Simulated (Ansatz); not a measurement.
**K2NbHgF6 under strains and displacements**

Level of theory: DFT PBE, scalar-relativistic, plane waves, PAW (Ansatz).

Cutoff 420 eV; k points 6×6×6 on the computed 10-atom cell (Γ-centred); Gaussian smearing, width 0.10 eV; collinear spin from starting moments 0 0 1 0 0 0 0 0 0 0 μB.

Reference cell:

```xyz
10
Lattice="0.0000 4.9349 4.9349 4.9349 0.0000 4.9349 4.9349 4.9349 0.0000" Properties=species:S:1:pos:R:3 pbc="T T T"
K     2.4674    2.4674    2.4674
K     7.4023    7.4023    7.4023
Nb    0.0000    0.0000    0.0000
Hg    4.9349    4.9349    4.9349
F     4.9349    4.9349    2.0101
F     7.8597    4.9349    4.9349
F     4.9349    4.9349    7.8597
F     4.9349    2.0101    4.9349
F     4.9349    7.8597    4.9349
F     2.0101    4.9349    4.9349
```

Each variant moves atoms of this cell by the vectors given, if any (Å), and then applies a symmetric strain (tensor components, Cartesian axes). The reference cell isn't relaxed at this level. Energies are per atom at zero smearing, counted from the lowest variant. Pressure is positive in compression.

1. strain (xx yy zz yz xz xy, %) -2.80 6.20 6.20 -2.73 -1.00 1.00; moves: K1 (0.075, -0.033, 0.056); K2 (-0.075, 0.056, -0.033); Nb3 (0.000, 0.026, 0.026); Hg4 (0.000, -0.026, -0.026); F5 (0.014, 0.012, -0.006); F6 (0.026, -0.024, 0.027); F7 (-0.058, 0.002, -0.034); F8 (-0.014, -0.006, 0.012); F9 (0.058, -0.034, 0.002); F10 (-0.026, 0.027, -0.024)
2. strain (xx yy zz yz xz xy, %) 4.76 4.76 4.76 6.00 -6.00 6.00; moves: K1 (-0.125, 0.125, -0.125); K2 (0.125, -0.125, 0.125); F5 (0.190, -0.190, -0.127); F6 (0.127, 0.190, -0.190); F7 (-0.190, 0.190, 0.127); F8 (-0.190, -0.127, -0.190); F9 (0.190, 0.127, 0.190); F10 (-0.127, -0.190, 0.190)
3. strain (xx yy zz yz xz xy, %) -0.72 -0.72 -0.72 0.00 0.00 0.00; moves: F5 (0.000, 0.000, 0.077); F6 (-0.077, 0.000, 0.000); F7 (0.000, 0.000, -0.077); F8 (0.000, 0.077, 0.000); F9 (0.000, -0.077, 0.000); F10 (0.077, 0.000, 0.000)
4. strain (xx yy zz yz xz xy, %) 1.82 1.82 1.82 0.00 0.00 0.00; moves: F5 (0.000, 0.000, -0.077); F6 (0.077, 0.000, 0.000); F7 (0.000, 0.000, 0.077); F8 (0.000, -0.077, 0.000); F9 (0.000, 0.077, 0.000); F10 (-0.077, 0.000, 0.000)

```csv
result,ΔE (meV/atom),P (GPa),largest force (eV/Å),gap on mesh (eV)
A,41.0,-3.47,1.66,0.56
B,0.0,0.69,0.60,0
C,34.7,-3.45,1.58,0
D,23.5,0.76,0.90,0
```

**Question.** Which variant gave which result?

**Answer.** A is 1, B is 4, C is 3, D is 2.

Spin-orbit coupling is left out, which matters for the bands of heavy elements.